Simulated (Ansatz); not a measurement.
**GaAs with kpoints.mp_grid.grid, scf.max_iter changed**

Level of theory: PBE, no spin polarisation, scalar-relativistic; Ansatz, plane waves to 420 eV (PAW set soft_2), k-mesh 10×10×10. These are the settings of the reference run.

Cell:

```
Ga As
1.0
     0.00000    2.87299    2.87299
     2.87299    0.00000    2.87299
     2.87299    2.87299    0.00000
Ga As
1 1
Direct
  0.00000 0.00000 0.00000
  0.25000 0.25000 0.25000
```

The reference run of this cell is solved again as a single point with these keys changed:

| key | reference run | changed run |
| --- | --- | --- |
| kpoints.mp_grid.grid | [10, 10, 10] | [0, 10, 10] |
| scf.max_iter | not typed | 50 |

Task: How does the changed run end?

Result: It is refused before the calculation starts. Message: Error: invalid value for `kpoints.mp_grid.grid`: each dimension must be in 1..=255
